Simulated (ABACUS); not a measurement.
Band structure of CsSnI₃ (Pm-3m, 5 atoms in the cell; from Materials Project mp-614013).

```
CsSnI3
1.0
    6.28623     0.00000     0.00000
    0.00000     6.28623     0.00000
    0.00000     0.00000     6.28623
Cs Sn I
1 1 3
Cartesian
  3.14311   3.14311   3.14311
  0.00000   0.00000   0.00000
  3.14311   0.00000   0.00000
  0.00000   3.14311   0.00000
  0.00000   0.00000   3.14311
```

Computed with PBEsol, PseudoDojo 0.4 standard norm-conserving PBEsol (tails mended) pseudopotentials (plane waves; ABACUS).

Settings: KPT = Gamma 4 4 4 0 0 0; basis_type = pw; dft_functional = PBESOL; ecutwfc = 72 Ry; smearing_method = gaussian; smearing_sigma = 0.00367493 Ry; potentials = PseudoDojo 0.4 standard norm-conserving PBEsol (tails mended); symmetry = 1; nbands = 28; ks_solver = dav_subspace; scf_nmax = 100; scf_thr = 1.0e-09 Ry; mixing_type = broyden; mixing_beta = 0.4.

Spin-orbit coupling is left out, which matters for bands and gaps with elements this heavy. The structure comes from a collection of computed structures, made at another level of theory; the collection holds predicted forms beside known ones.

Question: Predict the gap along the standard path and the places of the band edges.

Answer: The gap along the path is 0.42 eV, direct at R to within 0.01 eV.

Points are given in units of this cell's reciprocal vectors. Levels in eV from the top of the valence band on the SCF mesh, bands 19 to 26:
```json
[
 {"point": "Γ (0 0 0)", "19": "-2.06", "20": "-1.92", "21": "-1.92", "22": "-1.92", "23": "2.27", "24": "3.32", "25": "3.32", "26": "3.65"},
 {"point": "X (0 0.5 0)", "19": "-2.21", "20": "-2.03", "21": "-2.03", "22": "-1.43", "23": "1.18", "24": "3.79", "25": "4.00", "26": "4.27"},
 {"point": "M (0.5 0.5 0)", "19": "-2.36", "20": "-2.29", "21": "-1.51", "22": "-0.71", "23": "0.86", "24": "0.86", "25": "3.95", "26": "4.33"},
 {"point": "R (0.5 0.5 0.5)", "19": "-1.50", "20": "-1.50", "21": "-1.50", "22": "0.00", "23": "0.42", "24": "0.42", "25": "0.42", "26": "3.14"}
]
```

“Tails mended”: in these copies of the files the far tail of each local potential was reset to the Coulomb form.
